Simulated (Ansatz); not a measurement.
One crystal and one scan (scan of one atom of the cell) at two levels, PBE (plane waves to 420 eV, PAW, scalar-relativistic; Ansatz, a quantum-chemistry and plane-wave program) and r2SCAN (plane waves to 500 eV, PAW, scalar-relativistic; Ansatz), each from its own relaxed cell and on its own mesh. The cell shown is that of PBE.

Starting cell, TiN (rock salt):

```xyz
4
Lattice="0.0000 4.2467 4.2467 2.1234 0.0000 2.1234 2.1234 2.1234 0.0000" Properties=species:S:1:pos:R:3 pbc="T T T"
N      0.0000     0.0000     0.0000
N      0.0000     2.1234     2.1234
Ti     2.1234     2.1234     2.1234
Ti     2.1234     4.2467     4.2467
```

In this cell atom 4 (Ti, nearest neighbour N at 2.123 Å; its periodic images, 3.0 Å or more away, move with it) is moved by s towards the nearest neighbour, unit vector (-1.000, 0.000, 0.000); all other atoms and the cell stay fixed.

The energy includes the smearing's −TS. The PAW data are Ansatz's earlier set. TiN is run without spin polarisation. TiN was relaxed with its symmetry unable to fall. (PBE) Left out: 2 of 11 points, with atoms too close for the PAW data. (r2SCAN) Left out: 2 of 11 points, with atoms too close for the PAW data. With partly filled bands, energies and forces of such displacements shift with the k mesh and the smearing. Both scans cover s from -0.336 to 0.336 Å.

ΔE (meV/cell), each from the undisplaced structure of its own level:

```json
[
 {"s (Å)": "-0.336", "PBE": "713", "r2SCAN": "755"},
 {"s (Å)": "-0.252", "PBE": "354", "r2SCAN": "withheld"},
 {"s (Å)": "-0.168", "PBE": "140", "r2SCAN": "150"},
 {"s (Å)": "-0.084", "PBE": "32", "r2SCAN": "34"},
 {"s (Å)": "0.000", "PBE": "0", "r2SCAN": "0"},
 {"s (Å)": "0.084", "PBE": "32", "r2SCAN": "34"},
 {"s (Å)": "0.168", "PBE": "140", "r2SCAN": "150"},
 {"s (Å)": "0.252", "PBE": "354", "r2SCAN": "withheld"},
 {"s (Å)": "0.336", "PBE": "713", "r2SCAN": "755"}
]
```

Q: Estimate the r2SCAN value at -0.252 from the PBE value there and the ratio of the two levels in the two nearest given rows on that side of the minimum.

A: At -0.168 and -0.336 the ratio r2SCAN/PBE averages 1.065, which gives 1.065 × 354 = 377 meV/cell. The calculation gives 376 meV/cell, +6.2 % against PBE.

(For displaced atoms, the force is minus the slope of the energy, and its curvature is a force constant, which sets phonon frequencies.)
